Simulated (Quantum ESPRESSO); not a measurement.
```
KBr
1.0
    0.00000     3.27433     3.27433
    3.27433     0.00000     3.27433
    3.27433     3.27433     0.00000
K Br
1 1
Direct
  0.00000   0.00000   0.00000
  0.50000   0.50000   0.50000
```

Cell and atoms were relaxed with PBEsol from Materials Project entry mp-23251, within its symmetry.

Problem. What does norm-conserving PBEsol (Quantum ESPRESSO, 74 Ry, with spin-orbit coupling) give for the electronic structure near the Fermi level?

Solution. The PBEsol gap is direct, 4.18 eV at Γ.
